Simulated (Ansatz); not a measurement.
Before relaxation, NH put at a top Ti site (TiN, Fm-3m (No. 225), (1 1 1) face):

```yaml
crystal:
  lattice:
    - [2.97263, 0.00000, 0.00000]
    - [-1.48632, 2.57437, 0.00000]
    - [0.00000, 0.00000, 28.49500]
  atoms:
    - { symbol: N, position: [0.33333, 0.66667, 0.29830] }
    - { symbol: Ti, position: [0.66667, 0.33333, 0.34089] }
    - { symbol: N, position: [0.00000, 0.00000, 0.38348] }
    - { symbol: Ti, position: [0.33333, 0.66667, 0.42606] }
    - { symbol: N, position: [0.66667, 0.33333, 0.46838] }
    - { symbol: Ti, position: [0.00000, 0.00000, 0.51159] }
    - { symbol: N, position: [0.33333, 0.66667, 0.55516] }
    - { symbol: Ti, position: [0.66667, 0.33333, 0.59232] }
    - { symbol: N, position: [0.66667, 0.33333, 0.67373] }
    - { symbol: H, position: [0.61753, 0.25665, 0.70883] }
```

The calculation used DFT PBEsol, scalar-relativistic, plane waves, PAW (Ansatz 0.2.0). Settings: cutoff 420 eV, Γ-centred mesh 12×12×1 on the computed 10-atom cell, Gaussian smearing of 0.10 eV; no spin polarisation. A dipole correction removes the field between periodic images along c.

Atoms 1, 2, 3, 4 (counted from 1) are held. The cell is fixed. Force threshold 0.03 eV/Å.

| step | E − E_final (eV) | largest force (eV/Å) |
| --- | --- | --- |
| 1 | 4.345 | 4.016 |
| 2 | 3.043 | 3.406 |
| 3 | 2.475 | 2.382 |
| 4 | 2.403 | 3.828 |
| 5 | 2.171 | 0.823 |
| 6 | 2.003 | 0.901 |
| 7 | 1.786 | 0.967 |
| 8 | 1.549 | 0.977 |
| 9 | 1.295 | 1.201 |
| 10 | 1.010 | 1.589 |
| 11 | 0.666 | 1.794 |
| 12 | 0.301 | 1.157 |
| 13 | 0.146 | 0.764 |
| 14 | 0.040 | 0.933 |
| 15 | 0.005 | 0.440 |
| 16 | 0.000 | 0.040 |
| 17 | 0.000 | 0.039 |
| 18 | 0.000 | 0.004 |

(1) What is the final structure?

The end is the local minimum or symmetric point that this start leads to.

Answers

(1)
```yaml
crystal:
  lattice:
    - [2.97263, 0.00000, 0.00000]
    - [-1.48632, 2.57437, 0.00000]
    - [0.00000, 0.00000, 28.49500]
  atoms:
    - { symbol: N, position: [0.33333, 0.66667, 0.29830] }
    - { symbol: Ti, position: [0.66667, 0.33333, 0.34089] }
    - { symbol: N, position: [0.00000, 0.00000, 0.38348] }
    - { symbol: Ti, position: [0.33333, 0.66667, 0.42606] }
    - { symbol: N, position: [0.66672, 0.33344, 0.46852] }
    - { symbol: Ti, position: [0.00007, 0.00014, 0.51238] }
    - { symbol: N, position: [0.33346, 0.66691, 0.55283] }
    - { symbol: Ti, position: [0.66684, 0.33367, 0.59811] }
    - { symbol: N, position: [0.33352, 0.66705, 0.63703] }
    - { symbol: H, position: [0.33359, 0.66724, 0.67306] }
```

Cost: 1 run of about 25 core-minutes, on Intel Xeon Platinum 8488C (Sapphire Rapids) (shared hosts).